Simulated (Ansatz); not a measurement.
This run works on a proposed trial structure, not on a known crystal.

Input and command of a plane-wave DFT calculation in Ansatz:

```yaml
crystal:
  lattice:
    - [-0.032193244, 0.0156019705, -5.9344436546]
    - [0.1068154404, 5.6448152568, -0.0156100714]
    - [7.445447328, -2.6855478759, 0.0490747906]
  atoms:
    - { symbol: Ta, position: [0.2838318907, 0.2843889574, -0.0113442526] }
    - { symbol: Ta, position: [0.7385996148, 0.709737046, 0.0001804338] }
    - { symbol: Ta, position: [0.2037297888, 0.7286474917, -0.0191487365] }
    - { symbol: Ta, position: [0.7677718378, 0.2242267383, -0.0170500007] }
    - { symbol: Bi, position: [0.4965062837, 0.3661388279, 0.6954365611] }
    - { symbol: Bi, position: [1.002545622, 0.8546584969, 0.6883617337] }
    - { symbol: Bi, position: [0.527269228, 0.6818606534, 0.3203562878] }
    - { symbol: Bi, position: [0.9790355188, 0.1558093363, 0.327653267] }
    - { symbol: O, position: [1.0158754453, 0.5162496671, 0.0207130448] }
    - { symbol: O, position: [0.4848347701, -0.0217172149, -0.0051583384] }
basis:
  ecutwfc: 420
kpoints:
  mp_grid: { grid: [4, 4, 4] }
hamiltonian:
  xc: pbe
scf:
  occupations: { method: gaussian, width: 0.2 }
  lower_state_search: "off"
output:
  forces: true
  stress: true
  eigenvalues: true
relax:
  adjacent_minimum: "off"
  f_tol: 0.025
  max_steps: 60
  cell: { stress_tol: 0.25 }
```

```bash
ansatz run input.yaml --threads 1 --pin off --max-ram 2560MiB --backend cpu --events-out ev --progress --plain --runs-dir out
```

Processor: Intel(R) Xeon(R) Processor @ 2.70GHz, 1 thread, on a host shared with other jobs.

Q: Estimate time, memory and problem size.

A: About 7.2 min, peak memory 0.8 GiB. It solves 75 bands at 36 k points (after reduction by symmetry) with about 4851 plane waves (on the last cell), in 44 SCF iterations over 7 ionic steps.
